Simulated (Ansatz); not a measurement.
**Question.** Each is relaxed and computed with the program Ansatz at the LDA level (PAW). Which alone has a direct gap?
A. SrNiF6, R-3m (Sr on 3b, Ni on 3a, F on 18h)
B. BeTe, zinc blende
C. Bi2Te3, R-3m (Bi on 6c, Te on 3a, Te on 6c)
D. BaBiO3, C2/m (Pearson symbol mS20)

**Answer.** C, Bi2Te3, R-3m (Bi on 6c, Te on 3a, Te on 6c). Bi2Te3: gap 0.15 eV (direct); BaBiO3: gap 0.07 eV (indirect); BeTe: gap 1.79 eV (indirect); SrNiF6: gap 1.28 eV (indirect). Standing as an ambient phase not checked: BaBiO3, C2/m (Pearson symbol mS20); SrNiF6, R-3m (Sr on 3b, Ni on 3a, F on 18h). Weakly bound layers, chains or molecules computed without a dispersion correction, so cells and soft constants are ill determined: Bi2Te3, R-3m (Bi on 6c, Te on 3a, Te on 6c). Unstable at this level: SrNiF6, R-3m (Sr on 3b, Ni on 3a, F on 18h). All cells were relaxed under the symmetry of their starts (and spin orders); stability against distortions was not tested throughout. Rows with no word on spin ran without spin polarisation. Spin–orbit coupling is left out wherever it is not named.

Potentials: the later of the program's two PAW sets.
